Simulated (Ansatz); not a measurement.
Relaxed-ion elastic tensor of Mg (diamond, space group No. 227) in GPa (Voigt order), r²SCAN (plane waves, PAW; program Ansatz); density 1.01 g/cm³, 40.06 Å³ per atom.

```
      1     2     3      4      5      6
-  ----  ----  ----  -----  -----  -----
1   4.6  15.5  15.5    0.0    0.0    0.0
2  15.5   4.6  15.5    0.0    0.0    0.0
3  15.5  15.5   4.6    0.0    0.0    0.0
4   0.0   0.0   0.0  -12.3    0.0    0.0
5   0.0   0.0   0.0    0.0  -12.3    0.0
6   0.0   0.0   0.0    0.0    0.0  -12.3
```

### Question
Is the crystal mechanically stable?

### Answer
No: the smallest eigenvalue of C is -12.3 GPa.

Space group Fd-3m (diamond). The start of the workflow was typed in or built on a structure type; neither database checked (COD, Materials Project) lists it. It is not the phase usual at ambient conditions (space group No. 194). The cell was relaxed with r²SCAN under the symmetry of its start. At this level the phase is mechanically unstable. As this level gives no gap, shear constants depend on the k-mesh and smearing (Fermi–Dirac, 0.1 eV here).

Potentials: the later of the program's two PAW sets.
